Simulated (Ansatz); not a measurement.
Cd$_{3}$As$_{2}$:
```cif
data_As4Cd6
_chemical_formula_sum 'Cd6 As4'
_space_group_name_H-M_alt 'P 1'
_space_group_IT_number 1
_cell_length_a 6.33243
_cell_length_b 6.33243
_cell_length_c 6.33243
_cell_angle_alpha 90.000
_cell_angle_beta 90.000
_cell_angle_gamma 90.000
loop_
_space_group_symop_operation_xyz
  'x, y, z'
loop_
_atom_site_label
_atom_site_type_symbol
_atom_site_fract_x
_atom_site_fract_y
_atom_site_fract_z
_atom_site_occupancy
Cd1 Cd 0.50000 0.00000 0.50000 1
Cd2 Cd 0.50000 0.00000 0.00000 1
Cd3 Cd 0.50000 0.50000 0.00000 1
Cd4 Cd 0.00000 0.50000 0.00000 1
Cd5 Cd 0.00000 0.50000 0.50000 1
Cd6 Cd 0.00000 0.00000 0.50000 1
As1 As 0.25000 0.75000 0.75000 1
As2 As 0.75000 0.75000 0.25000 1
As3 As 0.75000 0.25000 0.75000 1
As4 As 0.25000 0.25000 0.25000 1
```

Relaxed with PBEsol.

Task: Which orbitals make up the states near the Fermi level in PBEsol in the plane-wave PAW code Ansatz?

Result: Within 0.5 eV of the Fermi level: As 4p 72 %, Cd 5s 16 %, outside the projected shells 7 %. Projections are on Löwdin-orthogonalised atomic valence shells; empty p or d shells of many metals are not among them.

Task: Tabulate the density of states.

Result: States/eV per cell of 10 atoms, in 0.25 eV bins, energy from the Fermi level.

```tsv
E (eV)	total	As 4p	Cd 5s	Cd 4d
-7.85	7.98	0.06	0.14	5.82
-7.60	0.00	0.00	0.00	0.00
-7.35	0.00	0.00	0.00	0.00
-7.10	0.00	0.00	0.00	0.00
-6.85	0.00	0.00	0.00	0.00
-6.60	0.00	0.00	0.00	0.00
-6.35	0.00	0.00	0.00	0.00
-6.10	0.00	0.00	0.00	0.00
-5.85	0.61	0.34	0.24	0.01
-5.60	1.54	0.85	0.57	0.05
-5.35	3.49	1.81	1.27	0.24
-5.10	6.00	3.06	2.07	0.47
-4.85	4.55	2.38	1.35	0.34
-4.60	2.16	1.13	0.64	0.15
-4.35	3.48	1.84	1.00	0.24
-4.10	1.95	1.09	0.54	0.11
-3.85	3.03	1.65	0.83	0.19
-3.60	2.22	1.28	0.56	0.12
-3.35	2.94	1.85	0.69	0.14
-3.10	6.77	4.57	1.29	0.29
-2.85	6.27	4.27	1.10	0.26
-2.60	4.45	2.99	0.82	0.19
-2.35	2.75	1.98	0.36	0.12
-2.10	4.08	3.13	0.42	0.16
-1.85	6.36	5.19	0.45	0.22
-1.60	8.40	6.97	0.41	0.32
-1.35	6.16	5.13	0.27	0.25
-1.10	1.99	1.65	0.13	0.07
-0.85	4.11	3.35	0.35	0.10
-0.60	4.73	3.94	0.33	0.13
-0.35	5.85	5.06	0.28	0.19
-0.10	2.28	1.64	0.41	0.08
0.15	1.04	0.56	0.33	0.02
0.40	2.34	0.89	0.96	0.04
0.65	3.30	1.10	1.39	0.04
0.90	4.38	1.33	1.84	0.05
1.15	4.90	1.46	1.99	0.05
1.40	4.51	1.23	1.68	0.04
1.65	3.04	0.73	1.01	0.02
1.90	2.86	0.62	0.86	0.02
2.15	2.26	0.46	0.66	0.01
2.40	2.56	0.51	0.71	0.01
2.65	3.61	0.79	1.10	0.02
2.90	5.60	1.02	1.35	0.03
3.15	6.04	1.01	1.31	0.03
3.40	3.66	0.66	0.83	0.02
3.65	3.36	0.31	0.27	0.01
3.90	8.28	0.77	0.69	0.03
4.15	8.07	0.82	0.72	0.02
4.40	6.85	0.60	0.47	0.02
4.65	4.97	0.52	0.46	0.01
```

Space group Pn-3m. The first step of the workflow began from a Materials Project structure, measured or hypothetical; the Crystallography Open Database copy checked does not list it. COD files the formula under space group No. 142, so this cell is another polymorph or a model. Whether it is the stable phase at ambient conditions was not checked. Symmetry was held in the PBEsol relaxation; of distortions, only those at the zone centre were tested, and some modes there are weakly imaginary. Spin–orbit coupling is left out wherever it is not named.

Potentials: the later of the program's two PAW sets.
